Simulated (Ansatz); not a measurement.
Here is the system:

YCo$_{3}$B$_{2}$:
```yaml
crystal:
  lattice:
    - [4.95429, 0.00000, 0.00000]
    - [-2.47715, 4.29054, 0.00000]
    - [0.00000, 0.00000, 2.97047]
  atoms:
    - { symbol: Y, position: [0.00000, 0.00000, 0.00000] }
    - { symbol: Co, position: [0.50000, 0.00000, 0.50000] }
    - { symbol: Co, position: [0.50000, 0.50000, 0.50000] }
    - { symbol: Co, position: [0.00000, 0.50000, 0.50000] }
    - { symbol: B, position: [0.33333, 0.66667, 0.00000] }
    - { symbol: B, position: [0.66667, 0.33333, 0.00000] }
```

This is the PBEsol-relaxed structure.

### Question
All from PBEsol in the plane-wave PAW code Ansatz, unless another level is named. Give the electronic character.

### Answer
metallic (no gap).

### Question
Give the formation energy from the elements (no fitted shifts).

### Answer
-0.56 eV/atom.

### Question
Predict the density of states at the Fermi level.

### Answer
0.52 states/eV per atom (mean over ±0.08 eV).

Space group P6/mmm. The workflow started from a Materials Project entry (that database holds measured and hypothetical structures alike); the Crystallography Open Database files this formula in space group No. 191, but the cells were not matched. Its standing as an ambient phase is unchecked. The PBEsol relaxation kept the symmetry of its start; of distortions, only those at the zone centre were tested. The workflow began spin-polarised and lost its moments. The references are the lowest solids computed at this level, not always the standard phases. Scalar-relativistic: spin–orbit coupling is off unless named, which matters more the heavier the elements.

Potentials: the later of the program's two PAW sets.
